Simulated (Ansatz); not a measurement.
SiNi$_{3}$:
Space group Pm-3m (No. 221); a = b = c = 3.4644 Å, α = β = γ = 90.00°

| atom | site | symmetry | x | y | z |
|---|---|---|---|---|---|
| Si | 1a | m-3m | 0.0000 | 0.0000 | 0.0000 |
| Ni | 3c | 4/mm.m | 0.0000 | 0.5000 | 0.5000 |

Relaxed with r²SCAN.

**Question.** Which orbitals make up the states near the Fermi level in r²SCAN (plane waves, PAW; program Ansatz)?

**Answer.** Within 0.5 eV of the Fermi level: Ni 3d 93 %. Projections are on Löwdin-orthogonalised atomic valence shells; empty p or d shells of many metals are not among them.

**Question.** Tabulate the density of states.

**Answer.** States/eV per cell of 4 atoms, in 0.25 eV bins, energy from the Fermi level.

```tsv
E (eV)	total	Ni 3d	Si 3p	Ni 4s
-7.85	0.34	0.03	0.16	0.13
-7.60	0.45	0.05	0.21	0.16
-7.35	0.57	0.08	0.26	0.20
-7.10	0.73	0.11	0.33	0.23
-6.85	0.98	0.18	0.45	0.28
-6.60	1.32	0.30	0.59	0.33
-6.35	1.49	0.41	0.62	0.33
-6.10	1.37	0.43	0.56	0.27
-5.85	1.37	0.48	0.56	0.23
-5.60	1.84	0.76	0.69	0.28
-5.35	1.78	0.90	0.55	0.22
-5.10	1.15	0.62	0.35	0.12
-4.85	1.60	1.02	0.37	0.15
-4.60	1.86	1.15	0.50	0.16
-4.35	6.39	4.37	1.65	0.23
-4.10	5.46	4.18	0.72	0.45
-3.85	3.93	3.01	0.22	0.57
-3.60	3.15	2.75	0.20	0.12
-3.35	6.32	5.81	0.15	0.21
-3.10	5.63	5.25	0.08	0.14
-2.85	4.87	4.47	0.10	0.12
-2.60	7.50	6.99	0.17	0.10
-2.35	8.44	7.77	0.29	0.09
-2.10	3.75	3.29	0.23	0.07
-1.85	4.12	3.85	0.11	0.06
-1.60	9.76	9.38	0.09	0.13
-1.35	12.93	12.39	0.11	0.25
-1.10	9.34	8.69	0.17	0.22
-0.85	8.27	7.34	0.17	0.24
-0.60	4.31	3.56	0.15	0.14
-0.35	3.92	3.79	0.02	0.02
-0.10	3.08	3.03	0.03	0.00
0.15	0.84	0.71	0.10	0.01
0.40	1.14	0.83	0.24	0.03
0.65	2.81	1.97	0.63	0.12
0.90	2.27	1.41	0.60	0.13
1.15	1.64	0.88	0.51	0.11
1.40	1.34	0.64	0.46	0.10
1.65	1.18	0.51	0.43	0.10
1.90	1.08	0.42	0.39	0.09
2.15	1.00	0.36	0.37	0.08
2.40	0.95	0.32	0.36	0.08
2.65	0.94	0.30	0.35	0.08
2.90	0.93	0.28	0.35	0.09
3.15	0.86	0.24	0.32	0.10
3.40	0.80	0.21	0.30	0.11
3.65	0.86	0.21	0.34	0.13
3.90	0.82	0.18	0.34	0.12
4.15	0.68	0.14	0.28	0.10
4.40	0.75	0.15	0.21	0.24
4.65	0.98	0.19	0.17	0.44
```

The r²SCAN relaxation kept the symmetry of its start. No spin polarisation was allowed.

Potentials: the later of the program's two PAW sets.
